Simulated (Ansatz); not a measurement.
Given:

Al$_{2}$O$_{3}$:
```cif
data_Al4O6
_chemical_formula_sum 'Al4 O6'
_space_group_name_H-M_alt 'P 1'
_space_group_IT_number 1
_cell_length_a 5.09110
_cell_length_b 5.09110
_cell_length_c 5.09110
_cell_angle_alpha 55.351
_cell_angle_beta 55.351
_cell_angle_gamma 55.351
loop_
_space_group_symop_operation_xyz
  'x, y, z'
loop_
_atom_site_label
_atom_site_type_symbol
_atom_site_fract_x
_atom_site_fract_y
_atom_site_fract_z
_atom_site_occupancy
Al1 Al 0.35203 0.35203 0.35203 1
Al2 Al 0.14797 0.14797 0.14797 1
Al3 Al 0.64797 0.64797 0.64797 1
Al4 Al 0.85203 0.85203 0.85203 1
O1 O 0.55587 0.94413 0.25000 1
O2 O 0.25000 0.55587 0.94413 1
O3 O 0.94413 0.25000 0.55587 1
O4 O 0.44413 0.05587 0.75000 1
O5 O 0.75000 0.44413 0.05587 1
O6 O 0.05587 0.75000 0.44413 1
```

This is the LDA-relaxed structure.

Question: All from the program Ansatz at the LDA level (PAW), unless another level is named. Estimate the electron effective mass.

Answer: 0.39, 0.39, 0.43 mₑ (principal values).

Question: Next, the band gap?

Answer: 6.43 eV (direct).

Question: What about the formation energy from the elements (no fitted shifts)?

Answer: -3.25 eV/atom.

Question: Predict the weight of the valence-edge state by species (Voronoi cells).

Answer: O 93 %, Al 7 %.

Question: What about the weight of the conduction-edge state by species (Voronoi cells)?

Answer: O 63 %, Al 37 %.

Question: And the valence-band maximum?

Answer: at Γ.

Space group R-3c (corundum). The LDA relaxation kept the symmetry of its start; phonons on a q-mesh show no instability. The references are the lowest solids computed at this level, not always the standard phases (solids in place of the gases).

Potentials: the later of the program's two PAW sets.
